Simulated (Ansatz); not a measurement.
AlP:
```cif
data_Al3P3
_chemical_formula_sum 'Al3 P3'
_space_group_name_H-M_alt 'P6222'
_space_group_IT_number 180
_space_group_name_Hall 'P 62 2 (0 0 4)'
_cell_length_a 3.82094
_cell_length_b 3.82094
_cell_length_c 8.63262
_cell_angle_alpha 90.000
_cell_angle_beta 90.000
_cell_angle_gamma 120.000
loop_
_atom_site_label
_atom_site_type_symbol
_atom_site_symmetry_multiplicity
_atom_site_Wyckoff_symbol
_atom_site_fract_x
_atom_site_fract_y
_atom_site_fract_z
_atom_site_occupancy
Al1 Al 3 d 0.50000 0.00000 0.50000 1
P1 P 3 c 0.50000 0.00000 0.00000 1
```

Relaxed with PBEsol.

**Question.** Decompose the optical modes at the zone centre into irreducible representations, and say which are infrared and Raman allowed.

**Answer.** Point group 622: Γ_opt = A2 + 2B1 + 2B2 + 3E1 + 2E2. Infrared: A2, E1. Raman: E1, E2.

**Question.** Assign frequencies (DFPT, DFT-PBEsol in the program Ansatz with PAW potentials; without the LO–TO term).

**Answer.** B1 105, E1 108, B2 110, B1 262, E2 282, E1 344, A2 406, E1 413, E2 437, B2 468 cm⁻¹.

Subscripts of B labels follow the axes of the standard setting.

Space group P6_222. The start of the workflow was typed in or built on a structure type; neither database checked (COD, Materials Project) lists it. It is not the phase usual at ambient conditions (space group No. 216). Symmetry was held in the PBEsol relaxation; whether a distortion lowers the energy is not shown.

Potentials: the earlier of the program's two PAW sets. The files were generated under PBE; for other functionals the program regenerates the frozen cores, and for LDA and PBEsol the local potential too.
